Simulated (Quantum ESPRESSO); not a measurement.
# RuHf2Ga3Zr2: one composition in several site orders

Computed values, not a measurement. The program is pw.x of Quantum ESPRESSO 7.5 (plane-wave density functional theory). The cell is made up: eight metal atoms on a hexagonal close-packed lattice, with elements, volume, strain and displacements drawn at random and not relaxed, so it may be unstable or far from any real phase. PseudoDojo standard norm-conserving files set the functional (PBE unless stated); there is no spin polarisation or spin-orbit coupling, the Fermi-Dirac width of 0.25 eV means electrons at about 2900 K, and the masses in the input are unused placeholders. Heavy elements are run without spin-orbit coupling, which real alloys of them have. A spin test at this wide smearing found no moment, but such smearing suppresses magnetism that the real alloy may have.

The runs put one composition on the sites in different orders. Cell, positions, cutoff, mesh and smearing stay as in the input of run 1; sites are counted in its order. Stress in the tables is positive in tension.

Input of run 1:

```
&control calculation='scf', pseudo_dir='./dojo.nc.sr.pbe.v0_5.standard.upf', outdir='./o', disk_io='minimal', tprnfor=.true., tstress=.true. /
&system ibrav=0, nat=8, ntyp=4, nbnd=66, ecutwfc=84.00895049, nosym=.true., tot_charge=0,
 occupations='smearing', smearing='fd', degauss=0.0183746611
/
&electrons conv_thr=1.470e-08, electron_maxstep=70, mixing_beta=0.5 /
ATOMIC_SPECIES
Ga 1.0 Ga.upf
Hf 1.0 Hf.upf
Ru 1.0 Ru.upf
Zr 1.0 Zr.upf
CELL_PARAMETERS angstrom
-3.1688 0.0 0.0
0.0 0.0 -4.9712
0.0 -10.9772 0.0
ATOMIC_POSITIONS angstrom
Ru -0.0639 -0.0494 0.0068
Hf -0.0589 -5.5097 0.1123
Hf 0.008 -3.604 -2.4514
Ga 0.069 -9.1058 -2.5447
Ga -1.6163 -2.7275 0.0015
Zr -1.5726 -8.2375 0.0485
Zr -1.563 -0.8413 -2.5003
Ga -1.6137 -6.509 -2.4385
K_POINTS automatic
7 5 2 1 1 1
```

```
run  elements on sites 1 to 8  free energy less that of run 1 (eV)  -TS (eV)  pressure (GPa)  stress xx (GPa)  stress yy (GPa)  stress zz (GPa)  stress yz (GPa)  stress xz (GPa)  stress xy (GPa)  iterations
  1   Ru Hf Hf Ga Ga Zr Zr Ga                                0.000    -1.605          -11.71             7.70            13.52            13.89            -0.13             0.00            -0.11          17
  2   Ru Ga Ga Zr Hf Zr Ga Hf                                1.169    -1.761           -9.22             8.18            11.03             8.44             0.60             0.01            -0.38          17
  3   Hf Ga Ga Ru Zr Hf Ga Zr                               -0.010    -1.677          -10.59             8.44            11.28            12.06             0.27            -0.04             0.10          17
  4   Ga Ru Ga Ga Zr Zr Hf Hf                               -0.117    -1.627          -12.63            11.21            16.15            10.54             0.08             0.05             0.15          17
  5   Zr Zr Ga Hf Ga Ru Hf Ga                                0.518    -1.772           -8.94             6.64            11.27             8.92            -0.26            -0.01            -0.65          16
  6   Hf Ga Zr Hf Ga Ru Zr Ga                                0.778    -1.724           -8.39             5.05            10.90             9.24            -0.61            -0.03            -0.52          18
```

Forces Fx Fy Fz (eV/Å):

```
site              run 1              run 2             run 3              run 4              run 5              run 6
   1    0.11 -0.01 0.03   -0.08 -0.16 0.00   0.16 0.52 -0.13   0.14 -0.15 -0.09    0.01 0.48 -0.29    0.10 0.61 -0.29
   2   0.05 -0.33 -0.33    0.06 0.06 -0.16  0.06 -0.16 -0.16    0.02 -0.27 0.03   0.05 -0.73 -0.13  -0.03 -0.72 -0.10
   3     0.02 0.37 0.05  -0.07 -0.03 -0.05  -0.07 0.00 -0.07  -0.08 -0.36 -0.12     0.02 0.05 0.04  -0.04 -0.51 -0.05
   4   -0.16 -0.46 0.29   -0.24 -1.85 0.55   0.07 0.17 -0.06   -0.13 -0.06 0.35    -0.04 1.26 0.13    -0.02 1.40 0.07
   5     0.05 0.27 0.08     0.03 0.58 0.00   0.01 -0.65 0.04   -0.04 -0.98 0.09  -0.03 -0.29 -0.03     0.04 0.32 0.07
   6  -0.04 -1.36 -0.33   0.14 -0.18 -0.60  -0.02 -0.59 0.15   0.09 -0.13 -0.30     0.01 0.11 0.03    0.03 -0.66 0.09
   7    -0.03 0.87 0.04     0.07 0.21 0.02   -0.11 0.52 0.10     0.01 0.39 0.14   -0.09 -0.74 0.11   -0.18 -0.70 0.13
   8    -0.01 0.66 0.17     0.09 1.36 0.25   -0.09 0.20 0.13   -0.01 1.56 -0.10    0.07 -0.13 0.14     0.09 0.26 0.08
```

The sites are displaced and not relaxed, so the energy differences mix bonding between neighbours with strain and are not ordering energies. A rerun of one cell of this series at a higher cutoff and on a denser mesh moved values by no more than 0.007 eV in energy, 0.16 GPa in stress and 0.020 eV/Å in force, and a second program with other atomic files agreed on that cell to 2 % rms in force and 0.5 GPa in pressure.